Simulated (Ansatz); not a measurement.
Input and command of a calculation in Ansatz (plane waves; scalar-relativistic PAW potentials unless the input names others):

```yaml
crystal:
  lattice:
    - [3.843936428, 0.0, 0.0]
    - [0.0, 3.843936428, 0.0]
    - [0.0, 0.0, 3.843936428]
  atoms:
    - { symbol: Te, position: [0.0, 0.0, 0.0] }
    - { symbol: P, position: [0.5, 0.5, 0.5] }
    - { symbol: O, position: [0.0, 0.5, 0.5] }
    - { symbol: O, position: [0.5, 0.0, 0.5] }
    - { symbol: O, position: [0.5, 0.5, 0.0] }
basis:
  ecutwfc: 500
kpoints:
  mp_grid: { grid: [10, 9, 11] }
hamiltonian:
  xc: r2scan
scf:
  occupations: { method: gaussian, width: 0.1 }
  max_iter: 80
output:
  forces: true
  eigenvalues: true
  stress: true
```

```bash
ansatz run input.yaml --threads 1 --pin off --max-ram 2560MiB --backend cpu --events-out ev --progress --plain --runs-dir out
```

Abridged log:
```
Warning: crystal.symmetry: narrowed to the stabiliser of the k-point mesh — unitary ops 48 → 8; excluded 40 operations that carry a point of the 10×9×11 mesh (shift [0, 0, 0]) off the mesh (the run samples exactly the mesh kpoints.mp_grid names, as under crystal.symmetry.detect: false, and its converged state has the mesh's symmetry, not the crystal's; ε∞, the Born charges and the force constants of a linear response (`dielectric:` by the response, `phonons.method: dfpt`) are averaged over those of the crystal's operations that the state keeps within a tolerance, where `mesh_tensors`, `unavera ...
Pseudopotentials: kind: paw
Pseudopotential: Te, paw, valence charge 16, recommended cutoff 500 eV (meta_gga)
Pseudopotential: P, paw, valence charge 5, recommended cutoff 500 eV (meta_gga)
Pseudopotential: O, paw, valence charge 6, recommended cutoff 500 eV (meta_gga)
Functional definition: r2SCAN
Crystal: 5 atoms, lattice volume = 56.797 Å³
Basis set: ecut = 500 eV, 1419 PW (Γ), exchange–correlation on 120×120×120 points (64 copies of the dense FFT grid, shifted against one another)
Bands: 25, of which v1, the nominal top of the filled ones, is band 20 counted from 1 (19 counted from 0)
Symmetry: 8 space group operations
k-points: 180 of 990
Initial density: superposition of atomic densities (neutral atoms: chi_scale 0, normalization atom), corrected by the library's trained network
Initial wavefunctions: pseudopotential atomic-orbital guess
Functional: x = r2scan, c = r2scan; τ floored in thin density (d = 2e-4 eV/Å³)
SCF iter   1: F=—  HF=-9452.870062 eV  |F-HF|=—  |Δ(HF+E_count)|=         —  Δρ=1.13e-2  dr2=1.06e-1  dr2_τ=1.48e-1  ethr=1.77e-3  ⟨swp⟩=6.7  Hψ=22754  notcnv=0
SCF iter   2: F=—  HF=-9452.958519 eV  |F-HF|=—  |Δ(HF+E_count)|=   8.85e-2  Δρ=5.87e-3  dr2=1.51e-2  dr2_τ=1.75e-3  ethr=2.71e-4  ⟨swp⟩=2.8  Hψ=9249  notcnv=0  defer=132
SCF iter   3: F=—  HF=-9452.958785 eV  |F-HF|=—  |Δ(HF+E_count)|=   2.66e-4  Δρ=2.19e-3  dr2=1.55e-3  dr2_τ=1.28e-4  ethr=3.88e-5  ⟨swp⟩=1.6  Hψ=4495  notcnv=0  defer=132
SCF iter   4: F=—  HF=-9452.959076 eV  |F-HF|=—  |Δ(HF+E_count)|=   2.91e-4  Δρ=4.01e-4  dr2=5.66e-5  dr2_τ=8.66e-6  ethr=3.97e-6  ⟨swp⟩=2.5  Hψ=6404  notcnv=0  defer=132
SCF iter   5: F=—  HF=-9452.959118 eV  |F-HF|=—  |Δ(HF+E_count)|=   4.25e-5  Δρ=2.72e-4  dr2=3.32e-5  dr2_τ=5.14e-6  ethr=1.45e-7  ⟨swp⟩=2.0  Hψ=6893  notcnv=0  defer=132
SCF iter   6: F=—  HF=-9452.959119 eV  |F-HF|=—  |Δ(HF+E_count)|=   4.01e-7  Δρ=5.15e-5  dr2=1.12e-6  dr2_τ=1.41e-7  ethr=8.51e-8  ⟨swp⟩=2.2  Hψ=6110  notcnv=0  defer=132
SCF iter   7: F=—  HF=-9452.959119 eV  |F-HF|=—  |Δ(HF+E_count)|=   4.52e-7  Δρ=1.49e-5  dr2=1.10e-7  dr2_τ=5.15e-9  ethr=2.88e-9  ⟨swp⟩=2.0  Hψ=6436  notcnv=0  defer=132
SCF iter   8: F=-9452.959119 eV  HF=-9452.959119 eV  |F-HF|=4.38e-10  |Δ(HF+E_count)|=   7.00e-8  Δρ=3.60e-6  dr2=7.87e-9  dr2_τ=9.02e-10  ethr=2.56e-10  ⟨swp⟩=9.3  Hψ=21012  notcnv=0
SCF 1 converged in 8 iterations: F = -9452.959119 eV  dr2 = 7.87e-9
SCF converged after 8 iterations
Free energy (F): -9452.959119 eV
Harris-Foulkes:  -9452.959119 eV  (|F-HF|=4.38e-10)
Internal energy: -9452.948835 eV  (E = F + TS)
E sigma→0 (E₀):  -9452.953977 eV
Entropy (-TS):   -0.010284 eV (-2.057 meV/atom)
Fermi energy:    12.563345 eV
--- Forces (eV/Å), atoms counted from 1 ---
  atom   1  Te     0.00000000     0.00000000     0.00000000
  atom   2  P      0.00000000     0.00000000     0.00000000
  atom   3  O      0.00000000     0.00000000     0.00000000
  atom   4  O      0.00000000     0.00000000     0.00000000
  atom   5  O      0.00000000     0.00000000     0.00000000
--- Stress (GPa, compression-positive) ---
        0.051512       0.000000       0.000000
        0.000000       0.255284       0.000000
        0.000000       0.000000       0.101196
  P = ⅓ Tr σ = 0.1360 GPa (1.360 kbar)
```

One setting here is unusual or wrong in general: a mesh that breaks the symmetry (kpoints.mp_grid.grid: [10, 10, 10] → [10, 9, 11]). For this cell it did little harm to the result: the run converged in 8 SCF iterations with an energy at zero smearing 0.85 meV/atom above the reference's, pressure 0.14 GPa, largest force 0.000 eV/Å, no gap on the mesh. The program drops the symmetry operations that the mesh breaks, which leaves more k-points to solve, 180 here. The stress tensor, though, breaks the crystal's symmetry by up to 0.12 GPa, which comes from the mesh. A reference run on usual settings, whose relaxation ended at this geometry, converged, and the end of its own relaxation has pressure 0.00 GPa, largest force 0.000 eV/Å, no gap on the mesh.

The run took 30 s on 1 thread of Arm Neoverse V2, on a shared host, peak memory 0.61 GiB.